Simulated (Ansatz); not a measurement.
PbS:
```xyz
4
Lattice="2.9864 -3.0043 0.0000 2.9864 3.0043 0.0000 0.0000 0.0000 32.0000" Properties=species:S:1:pos:R:3 pbc="T T F"
Pb     4.4796     1.4551    17.4421
S      4.4796    -1.3953    17.2129
Pb     1.4932     1.4551    14.5579
S      1.4932    -1.3953    14.7871
```
Free-standing layer in the xy plane with vacuum along z and no interaction between images.

Relaxed with r²SCAN+D4.

Problem. Tabulate the total density of states from DFT-r²SCAN+D4 in the program Ansatz with PAW potentials.

Solution. States/eV per cell of 4 atoms, means over 0.25 eV bins, energy of the bin centre from the valence-band maximum.

```csv
E (eV),total
-7.85,2.82
-7.60,3.75
-7.35,2.66
-7.10,2.79
-6.85,1.44
-6.60,0.78
-6.35,0.60
-6.10,0.49
-5.85,0.39
-5.60,0.28
-5.35,0.00
-5.10,0.00
-4.85,0.00
-4.60,0.00
-4.35,0.00
-4.10,0.44
-3.85,0.93
-3.60,1.01
-3.35,1.03
-3.10,2.31
-2.85,2.12
-2.60,4.06
-2.35,3.96
-2.10,3.09
-1.85,3.40
-1.60,4.33
-1.35,6.58
-1.10,3.51
-0.85,1.66
-0.60,2.97
-0.35,5.62
-0.10,0.98
0.15,0.00
0.40,0.00
0.65,0.00
0.90,0.00
1.15,0.00
1.40,0.00
1.65,0.00
1.90,0.00
2.15,0.03
2.40,1.61
2.65,4.37
2.90,1.72
3.15,2.19
3.40,2.23
3.65,3.89
3.90,3.19
4.15,3.54
4.40,4.19
```

Space group Aem2. The layer was cut from a bulk entry of the Materials Project (measured or hypothetical); whether that bulk phase is the ambient one, and whether the layer has been isolated, was not checked. Symmetry was held in the r²SCAN+D4 relaxation; whether a distortion lowers the energy is not shown. Spin–orbit coupling is left out wherever it is not named.

Potentials: the later of the program's two PAW sets.
